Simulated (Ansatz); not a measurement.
## Gd, first-principles data

Gd:
```yaml
crystal:
  lattice:
    - [0.00000, 2.58554, 2.58554]
    - [2.58554, 0.00000, 2.58554]
    - [2.58554, 2.58554, 0.00000]
  atoms:
    - { symbol: Gd, position: [0.00000, 0.00000, 0.00000] }
```
The run is spin-polarised; directions of the spins, atom by atom: ↑.

Space group Fm-3m (No. 225), fcc (Cu type); conventional cell a = 5.171 Å, b = 5.171 Å, c = 5.171 Å, α = 90.00°, β = 90.00°, γ = 90.00°.

Method: plane-wave PAW r²SCAN (Ansatz code). Structure relaxed to zero pressure with the same functional. Other levels are named where they apply.

**Cell and energy**

```
Quantity             Result
---------------  ----------
Volume per atom    34.57 Å³
Density          7.55 g/cm³
```

**Electronic structure**

```
Item                                                                       Result
------------------------------------  -------------------------------------------
Electronic character                                            metallic (no gap)
Density of states at the Fermi level  1.2 states/eV per atom (mean over ±0.08 eV)
```

**Magnetism**

```
Property                   Value
--------------  ----------------
Magnetic order     ferromagnetic
Net moment      8.08 μB per atom
```

**Mechanics**

```
Quantity                                                                       Value
--------------------------------------------  --------------------------------------
Bulk modulus (Birch–Murnaghan fit)                                          34.7 GPa
Pressure derivative B′                                                           3.0
Elastic constants (relaxed ions, GPa)             C11 = 48.3, C12 = 28.9, C44 = 33.1
Mechanical stability                          stable (all eigenvalues of C positive)
Hill bulk and shear moduli                                         35.4 and 20.3 GPa
Young's modulus                                                             51.0 GPa
Poisson's ratio                                                                 0.26
Debye temperature from the elastic constants                                   166 K
```

The workflow started from a Materials Project entry (that database holds measured and hypothetical structures alike); the Crystallography Open Database copy checked does not list it. It is not the phase usual at ambient conditions (space group No. 194). Symmetry was held in the r²SCAN relaxation; whether a distortion lowers the energy is not shown. The final state is ferromagnetic, chosen from 3 collinear starts compared on coarse meshes (ties went to the first, and starts can fall back to one state), not a proven ground state. The 4f shell is in the valence, and the state reached may lie above the lowest one. Other orbital occupations within this spin state were not tried. No Hubbard U is applied. As this level gives no gap, shear constants depend on the k-mesh and smearing (Fermi–Dirac, 0.1 eV here). Scalar-relativistic: spin–orbit coupling is off unless named, which matters more the heavier the elements.

Potentials: the earlier of the program's two PAW sets.
